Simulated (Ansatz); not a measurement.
Two-dimensional strain map in Ti

These are results of DFT PBEsol, scalar-relativistic, plane waves, PAW (Ansatz 0.2.0), not measurements. Settings: plane waves to 420 eV, k-mesh 20×20×20 (Γ-centred), Gaussian smearing 0.15 eV. No spin polarisation. Energies are free energies at this smearing, counted from the undisturbed cell; pressure is positive in compression.

The starting cell (as given, not relaxed at this level; it stands at -0.3 GPa; this fcc form isn't the usual structure):

```
CELL_PARAMETERS angstrom
0.00000 2.03000 2.03000
2.03000 0.00000 2.03000
2.03000 2.03000 0.00000
ATOMIC_POSITIONS crystal
Ti 0.00000 0.00000 0.00000
```

The cell is strained by p along both x and y and by q along z, fractional coordinates fixed. Points are written (p, q).

Energy above the undisturbed cell in meV/atom (a dash: not computed):

```
 p \ q  -0.080  -0.040  0.000  0.040  0.080
-0.080   406.8   275.8  178.5  110.3   68.3
-0.040   170.8    90.4   40.5   16.5   14.6
 0.000    47.7    10.8    0.0   12.1   43.4
 0.040    15.7    16.9   39.5   81.2  139.4
 0.080    56.1    90.9  142.4  208.9  288.9
```

Pressure in GPa:

| p \ q | -0.080 | -0.040 | 0.000 | 0.040 | 0.080 |
| --- | --- | --- | --- | --- | --- |
| -0.080 | 42.4 | 32.8 | 24.4 | 17.2 | 10.8 |
| -0.040 | 24.3 | 16.8 | 10.3 | 4.8 | 0.0 |
| 0.000 | 10.5 | 4.7 | -0.3 | -4.5 | -8.0 |
| 0.040 | 0.2 | -4.3 | -8.1 | -11.2 | -13.7 |
| 0.080 | -7.5 | -10.9 | -13.6 | -15.9 | -17.7 |